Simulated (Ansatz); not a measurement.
The relaxed structure here is a generated cell of Bi2Te3: the first start was made by placing the elements on the sites of a structure type, and the end was not matched to a known phase here, so it may be hypothetical. Known forms of Bi2Te3 include space group No. 166.

A structure of Bi$_{2}$Te$_{3}$ relaxed with PBEsol (plane waves to 420 eV, PAW, scalar-relativistic; Ansatz, an electronic-structure program); single points at other levels follow on the same geometry (Ansatz, PAW; PBEsol+SOC at 420 eV on a 6×6×6 k-mesh; spin-orbit coupling only where +SOC is written). Space group R3 (No. 146).

```
CELL_PARAMETERS angstrom
      3.79278     2.18976     3.96951
     -3.79278     2.18976     3.96951
      0.00000    -4.37952     3.96951
ATOMIC_POSITIONS crystal
  Te 0.17474 0.78206 0.51193
  Te 0.51193 0.17474 0.78206
  Te 0.78206 0.51193 0.17474
  Bi 0.33463 0.33463 0.33463
  Bi 0.68569 0.68569 0.68569
```

```json
[
 {"level": "PBEsol", "gap (eV)": "0.68", "kind": "indirect", "conduction minimum": "30 % of the way from Γ to T"},
 {"level": "PBEsol+SOC", "gap (eV)": "0.00", "kind": "–", "conduction minimum": "–"}
]
```

The shift from spin-orbit coupling is approximate. No spin polarisation in the result.

The run could not lose the symmetry of its start: the end is stationary, and may be a saddle point rather than a minimum.

It was reached from a disturbed copy of a R32 (No. 155) cell, against which it lies -0.004 eV/atom.
